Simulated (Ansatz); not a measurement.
KMgF3 (cubic perovskite), relaxed and computed with several functionals in Ansatz (plane waves, PAW). Much of their spread follows the volume that each gives.

```tsv
functional	V (Å³/atom)	B₀ by P(V) fit (GPa)
PBEsol	12.72	72.3
PBE	13.33	?
HSE06	12.85	73.0
LDA	11.94	86.3
```

Q: Fit a straight line to ln B₀ against ln V and predict the withheld value.

A: Least squares on the 3 shown rows: ln B₀ = -2.46 × ln V + (10.556), with a scatter of 1 %. For PBE this gives 65.7. The run itself gave 66.2, within the scatter.

All cells were relaxed under the symmetry of their starts (and spin orders); stability against distortions was not tested throughout.

Potentials: the later of the program's two PAW sets.

Ansatz (an electronic-structure program) is a plane-wave DFT program.
